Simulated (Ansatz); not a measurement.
Which start gave this state of MnO?

We look at MnO: a measured crystal structure (space group Fm-3m, primitive cell doubled), with 4 atoms per cell. Source: COD entry 1514114, which need not be the ambient phase.

```
CELL_PARAMETERS angstrom
-2.22100 -4.44200 -2.22100
-2.22100 0.00000 -2.22100
2.22100 0.00000 -2.22100
ATOMIC_POSITIONS crystal
Mn 0.00000 0.00000 0.00000
Mn 0.50000 0.00000 0.50000
O 0.00000 0.50000 0.50000
O 0.50000 0.50000 0.00000
```

Site labels below count the atoms in this order, from 1.

Theory: DFT, PBEsol+U, PAW, plane waves, scalar-relativistic (Ansatz).

| Setting | Value |
| --- | --- |
| Hubbard term (Dudarev form) | U − J = 4.3 eV on Mn d, on Löwdin-orthonormalised all-electron atomic orbitals |
| Plane-wave cutoff | 420 eV |
| k-point mesh | 5×8×7 (Γ-centred) |
| Occupations | Fermi–Dirac smearing, 0.03 eV |

The total moment includes the space between the atomic spheres.

A static U favours moments and orbital order; the result depends on U and need not be the measured state.

The mesh has less symmetry than the lattice, which lowers the symmetry of the run.

A plain SCF has the search for lower states switched off and ends at the first converged state. Ends within 0.2 meV/atom and 0.1 μB count as one state.

One run gave this history:

```tsv
iteration	Harris–Foulkes energy + 8858 (eV)	largest residual (eV)	M (μB)	absolute moment (μB)
1	0.5461	9.93e+01	3.81	4.98
2	4.7918	2.13e+01	4.57	4.57
3	6.0865	1.84e+00	5.01	5.01
4	5.6635	4.47e-01	4.99	4.99
5	5.1164	2.90e+00	4.74	5.00
6	5.0382	3.87e-01	5.26	5.37
8	4.3834	4.18e-01	5.82	5.83
11	3.8102	1.27e-02	6.00	6.01
13	3.8136	2.50e-03	6.00	6.01
16	3.8131	5.85e-05	6.00	6.01
18	3.8136	9.64e-06	6.00	6.01
21	3.8137	7.24e-06	6.00	6.01
23	3.8139	3.00e-06	6.00	6.01
26	3.8140	1.13e-06	6.00	6.01
28	3.8140	7.05e-07	6.00	6.01
31	3.8140	3.54e-07	6.00	6.01
33	3.8140	4.03e-08	6.00	6.01
```

It ended magnetic with very unequal moments on like atoms, site moments Mn1 0.92, Mn2 4.27 μB, total 6.00 μB per cell, a gap of 0.14 eV on the k-mesh.

Task: These set-ups ended in different states. Which one gave the run above?
A. opposed moments +-, plain SCF [Mn1 4.50, Mn2 -4.50 μB]
B. a moment on one site alone, plain SCF [Mn2 4.50 μB]
C. spin on, no moments given (the program may seed its own), plain SCF

Result: B. The others ended as follows, with energies against this run: “spin on, no moments given (the program may seed its own), plain SCF” ferromagnetic, -750 meV/atom; “opposed moments +-, plain SCF” antiferromagnetic, -774 meV/atom.
